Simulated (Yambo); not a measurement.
G0W0@LDA for BaHI (space group P4/nmm, No. 129) in Yambo. Reference settings: 2×2×2 Γ-centred k mesh, 243 bands and a 7 Ry block in the screening, 243 bands in G with the Bruneval-Gonze terminator, plasmon pole fitted at 27.2 eV. The LDA gap Z → Z on this mesh is 2.60 eV; G0W0 gaps are taken between the same points.

With and without the terminator, as bands are cut:

```tsv
bands in G (in W)	gap, terminator (eV)	gap, none (eV)	valence shift, terminator (eV)	valence shift, none (eV)
51 (51)	4.177	4.106	-0.314	0.031
85 (85)	4.081	4.007	-0.617	-0.342
130 (130)	4.137	4.100	-0.827	-0.643
186 (186)	4.152	4.126	-0.932	-0.808
243 (243)	4.165	4.146	-0.992	-0.904
```

Over this range the gap spans 0.096 eV with the terminator and 0.139 eV without, the valence shift 0.678 eV and 0.935 eV. Neither column has reached its limit for certain.

Spin-orbit coupling is not included.

Geometry of the Materials Project entry, not relaxed at this level; primitive cell a = b = 4.776 Å, c = 7.800 Å, α = β = γ = 90.00°.

A shift is the quasiparticle energy of the state minus its LDA energy.
